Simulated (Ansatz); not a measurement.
ZnGaNO in space group P3m1 (No. 156; Ga on 1b, N on 1b, Zn on 1c, O on 1c), plane-wave PAW r²SCAN (Ansatz code), all energies at zero smearing, with the estimated change up to a 700 eV cutoff added, with one set of potentials and settings (totals compare only within such a set). Cell of 4 atoms (1 Ga, 1 N, 1 Zn, 1 O): -8070.182 eV.

```csv
element,reference phase,E (eV/atom)
Ga,"Cmce, 4 atoms in the cell",-3790.2689
N,"Pa-3, 8 atoms in the cell",-384.8315
Zn,"P6_3/mmc, 2 atoms in the cell",-3325.6729
O,"C2/m, 4 atoms in the cell, spin-polarised",-566.0281
```

Formation energy per atom, worked out: (-8070.182 − 1×(-3790.2689) − 1×(-384.8315) − 1×(-3325.6729) − 1×(-566.0281))/4 = -0.845 eV/atom (-82 kJ per mol of atoms), at 0 K, without zero-point energy or fitted corrections.

The start of the workflow was typed in or built on a structure type; the Crystallography Open Database copy checked does not list it. Whether it is the stable phase at ambient conditions was not checked. Symmetry was held in the r²SCAN relaxation; whether a distortion lowers the energy is not shown. The references are the lowest solids computed at this level, not always the standard phases (solids in place of the gases).

Potentials: the later of the program's two PAW sets.
